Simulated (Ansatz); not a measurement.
The elements of this relaxed trial crystal are hidden behind letters.

```
lattice vectors (Å)
   6.0855    0.0000    0.0000
  -3.0427    5.2702    0.0000
   0.0000    0.0000    3.9748
fractional positions
X 0.0000 0.0000 0.0000
Z 0.3333 0.6667 0.0000
Z 0.6667 0.3333 0.0000
Q 0.0000 0.5000 0.5000
Q 0.5000 0.5000 0.5000
Q 0.5000 0.0000 0.5000
```

Computed with Ansatz, DFT PBE, scalar-relativistic, plane waves, PAW. Plane waves to 420 eV, a 9×9×10 mesh through Γ for the 6-atom cell and 0.10 eV Gaussian smearing; no spin polarisation.

- Space group: P6/mmm (No. 191)
- Conventional cell: a = 6.085 Å, c = 3.975 Å
- Volume per atom: 21.25 Å³
- Density: 5.29 g/cm³
- Formation energy: −0.41 eV/atom
- Gap on the 9×9×10 mesh of the 6-atom cell: 0 eV (a metal)

Energies are uncorrected and count from the elements' standard states at the same level.

Task: X is a d-block element of period 5, Z is a d-block element of period 4 and Q is a p-block element of period 4. Which elements are they?

Result: X = Zr, Z = Sc, Q = As, so the formula is ZrSc2As3. Density times volume gives a mean mass of 5.29 × 21.25/1.6605 = 67.7 u per atom, and this set has 67.7 u. Zr has 6 Sc at 3.51 Å, 12 As at 3.63 Å and 2 Zr at 3.97 Å; Sc is surrounded by 6 As at 2.65 Å, 3 Sc at 3.51 Å and 3 Zr at 3.51 Å; As has 4 Sc at 2.65 Å, 4 As at 3.04 Å and 4 Zr at 3.63 Å. Other sets within the hints have nearly the same mass, so mass alone doesn't settle it; this one was computed.

The cell is a metal run without spin; a magnetic state may lie lower. Symmetry constrained the relaxation, so the result can be a saddle point.
